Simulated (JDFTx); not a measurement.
An input for JDFTx (a modified build) (LiCl(100), CANDLE, water, 0.5 M KF; bohr, hartree) and the course of its log:

```
lattice \
  6.7937554867 0.0000000000 0.0000000000 \
  0.0000000000 6.7937554867 0.0000000000 \
  0.0000000000 0.0000000000 54.2351397768
coords-type Lattice
ion Cl 0.0000000000 0.0000000000 -0.2251189201 0
ion Cl 0.5000000000 0.5000000000 -0.1332457795 0
ion Cl 0.0000000000 0.0000000000 -0.0442878050 0
ion Cl 0.5000000000 0.5000000000 0.0442878050 0
ion Cl 0.0000000000 0.0000000000 0.1332457795 0
ion Cl 0.5000000000 0.5000000000 0.2251189201 0
ion Li 0.5000000000 0.5000000000 -0.2183217702 0
ion Li 0.0000000000 0.0000000000 -0.1348677208 0
ion Li 0.5000000000 0.5000000000 -0.0442878050 0
ion Li 0.0000000000 0.0000000000 0.0442878050 0
ion Li 0.5000000000 0.5000000000 0.1348677208 0
ion Li 0.0000000000 0.0000000000 0.2183217702 0
ion-species pseudo/cl_pbe_v1.4.upf
ion-species pseudo/li_pbe_v1.4.upf
elec-cutoff 20 100
elec-ex-corr gga-PBE
coulomb-interaction Slab 001
coulomb-truncation-embed 0 0 0
kpoint-folding 6 6 1
elec-smearing Fermi 0.003
elec-n-bands 37
target-mu -0.005145
electronic-scf nIterations 100 energyDiffThreshold 1e-07
fluid LinearPCM
pcm-variant CANDLE
fluid-solvent H2O
fluid-cation K+ 0.5
fluid-anion F- 0.5
fluid-minimize nIterations 400 knormThreshold 1e-12
wavefunction read f0.wfns
elec-initial-eigenvals f0.eigenvals
elec-initial-fillings read f0.fillings
fluid-initial-state f0.fluidState
dump-name f0_u0.$VAR
dump End State Ecomponents EigStats BandEigs Forces ElecDensity IonicPositions Fillings Kpoints Dtot FluidDebug BoundCharge FluidDensity
```

```
[one cycle in 5 is shown, and the last three; fluid-solver lines are left out]
	FillingsUpdate:  mu: -0.005145000  nElectrons: 60.283077
SCF: Cycle:  0   G: -134.049112030217060   dG: -2.217e-03   |Residual|: 7.956e-03   |deigs|: 4.013e-08
	FillingsUpdate:  mu: -0.005145000  nElectrons: 60.535897
SCF: Cycle:  5   G: -134.060750473322628   dG: -5.283e-04   |Residual|: 1.385e-02   |deigs|: 2.974e-04
	FillingsUpdate:  mu: -0.005145000  nElectrons: 60.367741
SCF: Cycle: 10   G: -134.050608947680246   dG: -4.661e-04   |Residual|: 8.088e-03   |deigs|: 1.674e-04
	FillingsUpdate:  mu: -0.005145000  nElectrons: 60.184146
SCF: Cycle: 15   G: -134.049168727048027   dG: +3.730e-03   |Residual|: 4.644e-03   |deigs|: 2.823e-03
	FillingsUpdate:  mu: -0.005145000  nElectrons: 60.551897
SCF: Cycle: 20   G: -134.071560554494454   dG: -1.600e-02   |Residual|: 1.667e-02   |deigs|: 2.106e-03
	FillingsUpdate:  mu: -0.005145000  nElectrons: 60.575529
SCF: Cycle: 25   G: -134.072931717619923   dG: -7.024e-03   |Residual|: 1.745e-02   |deigs|: 4.040e-03
	FillingsUpdate:  mu: -0.005145000  nElectrons: 60.700071
SCF: Cycle: 30   G: -134.084115405507504   dG: +5.298e-04   |Residual|: 2.407e-02   |deigs|: 4.286e-04
	FillingsUpdate:  mu: -0.005145000  nElectrons: 60.491820
SCF: Cycle: 35   G: -134.056880725020449   dG: +1.855e-03   |Residual|: 1.064e-02   |deigs|: 4.013e-04
	FillingsUpdate:  mu: -0.005145000  nElectrons: 60.197426
SCF: Cycle: 40   G: -134.049747084573738   dG: -1.957e-04   |Residual|: 3.855e-03   |deigs|: 5.664e-04
	FillingsUpdate:  mu: -0.005145000  nElectrons: 60.413992
SCF: Cycle: 45   G: -134.063802440725766   dG: +7.841e-04   |Residual|: 1.350e-02   |deigs|: 2.805e-03
	FillingsUpdate:  mu: -0.005145000  nElectrons: 60.348663
SCF: Cycle: 50   G: -134.057944104278704   dG: +4.999e-03   |Residual|: 1.034e-02   |deigs|: 1.233e-03
	FillingsUpdate:  mu: -0.005145000  nElectrons: 60.904170
SCF: Cycle: 55   G: -134.084922166857154   dG: -1.819e-03   |Residual|: 2.902e-02   |deigs|: 5.817e-04
	FillingsUpdate:  mu: -0.005145000  nElectrons: 60.627041
SCF: Cycle: 60   G: -134.071003918092117   dG: -9.718e-05   |Residual|: 1.685e-02   |deigs|: 1.273e-03
	FillingsUpdate:  mu: -0.005145000  nElectrons: 62.515142
SCF: Cycle: 65   G: -134.110569576666364   dG: -3.647e-03   |Residual|: 6.035e-02   |deigs|: 4.826e-03
	FillingsUpdate:  mu: -0.005145000  nElectrons: 60.371694
SCF: Cycle: 70   G: -134.056803091311650   dG: -8.523e-03   |Residual|: 8.876e-03   |deigs|: 7.333e-03
	FillingsUpdate:  mu: -0.005145000  nElectrons: 60.168460
SCF: Cycle: 75   G: -134.049239241347095   dG: -6.904e-04   |Residual|: 4.074e-03   |deigs|: 2.161e-03
	FillingsUpdate:  mu: -0.005145000  nElectrons: 60.344818
SCF: Cycle: 80   G: -134.057729399251343   dG: -6.977e-04   |Residual|: 9.431e-03   |deigs|: 1.330e-03
	FillingsUpdate:  mu: -0.005145000  nElectrons: 60.299476
SCF: Cycle: 85   G: -134.054481303425035   dG: +2.151e-03   |Residual|: 7.004e-03   |deigs|: 1.240e-03
	FillingsUpdate:  mu: -0.005145000  nElectrons: 60.273786
SCF: Cycle: 90   G: -134.053141661426565   dG: +6.510e-03   |Residual|: 7.838e-03   |deigs|: 3.398e-03
	FillingsUpdate:  mu: -0.005145000  nElectrons: 60.293975
SCF: Cycle: 95   G: -134.054931091263654   dG: +9.742e-04   |Residual|: 7.922e-03   |deigs|: 8.867e-04
	FillingsUpdate:  mu: -0.005145000  nElectrons: 60.296270
SCF: Cycle: 97   G: -134.054804696876090   dG: -2.256e-03   |Residual|: 7.343e-03   |deigs|: 1.156e-03
	FillingsUpdate:  mu: -0.005145000  nElectrons: 60.309863
SCF: Cycle: 98   G: -134.055220582354849   dG: -4.159e-04   |Residual|: 7.363e-03   |deigs|: 6.125e-04
	FillingsUpdate:  mu: -0.005145000  nElectrons: 60.312293
SCF: Cycle: 99   G: -134.055708807166752   dG: -4.882e-04   |Residual|: 7.906e-03   |deigs|: 5.351e-04
SCF: None of the convergence criteria satisfied after 100 iterations.
IonicMinimize: Iter:   0  G: -134.055708807166752  |grad|_K:  0.000e+00
IonicMinimize: Converged (|grad|_K<1.000000e-04).
```

This run gave no converged result. The electronic loop ended without meeting its threshold, so the last energy, electron count and forces aren't results.
